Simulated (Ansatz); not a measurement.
YPt$_{3}$: pressure against volume

YPt$_{3}$, Pm-3m, a = 4.096 Å. The structure is a COD entry; whether it is the stable form wasn't checked. Ansatz: r2SCAN, PAW, 500 eV, Γ-centred 10×10×10 mesh on 4 atoms, Gaussian smearing 0.10 eV; no spin polarisation. Symmetry fixes shape and atoms, so the cell is only scaled; pressure is positive in compression.

```
V (Å³/atom) P (GPa)
     15.117    32.61
     15.633    22.11
     16.148        ?
     16.663     6.07
     17.179     0.00
     17.694    -5.07
     18.210    -9.30
     18.897   -13.88
```

Q: Take V0 = 17.179 Å³/atom, fit the third-order Birch–Murnaghan form to the other rows, and predict the missing pressure.

A: With the Eulerian strain f = ½[(V0/V)^(2/3) − 1] and y = P/[3f(1 + 2f)^(5/2)], the form is the line y = B0 + 1.5 B0 (B0′ − 4) f. Rows (f, y): 0.04449, 197.4; 0.03244, 194.1; 0.01027, 187.3; -0.00975, 182.1; -0.01906, 179.2; -0.03078, 176.2. Means f = 0.004602, y = 186.05; Σ(Δf)² = 0.004416, ΣΔfΔy = 1.251; the slope is their ratio. y = 184.7 + 283.3 f GPa, so B0 = 184.7 GPa and B0′ = 4 + 2 × (283.3)/(3 × 184.7) = 5.02. At V = 16.148, f = 0.02106, y = 190.67 and P = 13.36 GPa. The run gave 13.36 GPa, the same to the digits shown.

Spin–orbit coupling is left out, which can shift energies with elements as heavy as these.